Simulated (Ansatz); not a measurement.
**Phonons of GdSe (rocksalt structure)**

Method: PBEsol, scalar-relativistic; collinear spin; PAW, 420 eV, Gaussian smearing of 0.15 eV; code Ansatz; PAW files: Ansatz's generated set soft_2.

```yaml
crystal:
  lattice:
    - [0.00000, 2.87831, 2.87831]
    - [2.87831, 0.00000, 2.87831]
    - [2.87831, 2.87831, 0.00000]
  atoms:
    - { symbol: Gd, position: [0.50000, 0.50000, 0.50000] }
    - { symbol: Se, position: [0.00000, 0.00000, 0.00000] }
```

The start was a prototype's sites filled with these elements; the Crystallography Open Database holds the compound in this structure.

Moments typed, the run going on from the state of an earlier one (μB, in the order of the atoms): 7.42, 0.0.

The spin moment ends at 6.77 μB for each cell as shown.

Force constants come from finite displacements in a 2×2×2 supercell (the unit cell's 10×10×10 k-mesh, folded to it); the long-range dipole term is not included. Points in reciprocal vectors of this cell: Γ = (0.000, 0.000, 0.000), X = (0.500, 0.000, 0.500), U = (0.625, 0.250, 0.625), K = (0.375, 0.375, 0.750), L = (0.500, 0.500, 0.500), W = (0.500, 0.250, 0.750).

Frequencies at the named points (cm⁻¹, imaginary ones negative):
```
point                ω (cm⁻¹)
    Γ       0 0 0 192 192 192
    X    65 65 69 185 185 185
    U    65 85 86 176 178 187
    K    65 85 86 176 178 187
    L  95 103 103 166 166 177
    W   65 65 110 163 186 186
```

Task: Is the structure dynamically stable along this path, and where does the spectrum end?

Result: Yes: no branch is imaginary beyond numerical noise. The highest frequency is 192 cm⁻¹, at Γ. Points that don't fit the supercell are interpolated.

Task: What does the harmonic approximation give for the vibrational free energy, entropy and heat capacity?

Result: Zero-point energy 23.9 meV/atom.
```tsv
T (K)	F_vib (meV/atom)	S (J/K per mole of atoms)	C_V (J/K per mole of atoms)
100	17.5	15.7	18.6
200	-7.0	30.4	23.0
300	-43.7	39.9	24.0
400	-88.9	46.9	24.4
500	-140.4	52.4	24.6
600	-197.1	56.9	24.7
700	-258.1	60.7	24.8
800	-322.7	64.0	24.8
900	-390.6	66.9	24.8
1000	-461.3	69.5	24.9
```

The highest mode, 192 cm⁻¹, is worth 280 K. At 300 K the heat capacity has reached 96 % of the classical limit 3R = 24.9 J/K per mole of atoms, since all modes lie under k_BT.

The crystal is a metal or nearly so; low and unstable modes depend on mesh and smearing.

Cost: 3.4 min on 4 threads of Intel(R) Xeon(R) Platinum 8375C CPU @ 2.90GHz (Ice Lake), with other jobs on the host, peak memory 3.3 GiB.

Without a U the 4f levels of Gd lie too near the Fermi level, so their share of the states there, and what hangs on it, is overstated. For elements this heavy, spin–orbit coupling would shift levels and gaps; it isn't included here. Site moments are of spin, integrated over atomic spheres. Only parallel moments were tried, so the real magnetic order may be another.
